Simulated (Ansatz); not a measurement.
## What DFT gives for LaSn$_{3}$B

```
B Sn La
1.0
     4.78908    0.00000    0.00000
     0.00000    4.78908    0.00000
     0.00000    0.00000    4.78908
B Sn La
1 3 1
Direct
  0.50000 0.50000 0.50000
  0.00000 0.50000 0.50000
  0.50000 0.00000 0.50000
  0.50000 0.50000 0.00000
  0.00000 0.00000 0.00000
```

Level: PBE, no spin polarisation; 420 eV; 7×7×7 Γ-centred mesh; fermi-dirac occupations (width 0.1 eV); Ansatz 0.2.0, fixed geometry.

(1) Is the cell too large or too small?

(2) What happens at the Fermi level?

(3) Which element gives electrons and which takes them?

(4) What do density and ELF say about some of the short contacts?

(5) What is the formation energy?

Origin: a known structure type with other elements, at an estimated volume, so it need not be a known compound. Caveats: many states at the Fermi level without spin polarisation, so a magnetic state may lie lower; f levels without a U or exact exchange are poorly placed.

Results:

(1) The pressure is 9.1 GPa (compression positive), so with the atoms held at these fractions the cell would first expand.

(2) It is a metal, with about 3.3 states/eV a cell as the mean within 0.25 eV of the Fermi level, mostly Sn p (38 %), La d (18 %) and B p (16 %).

(3) Bader charges in e: La +1.12, Sn -0.12, B -0.75. In the mean La gives up most and B takes most.

(4) B–Sn at 2.39 Å: least valence density 0.41 e/Å³ and ELF 0.53 there. La–Sn at 3.39 Å: least valence density 0.14 e/Å³ and ELF 0.22 there. Both are smooth PAW fields, read partly inside the augmentation spheres.

(5) 0.26 eV an atom against the elements' usual phases (free molecules for gases, crystals otherwise, with no correction for O₂ or N₂), so at this geometry it isn't bound against them. Relaxing would lower it.
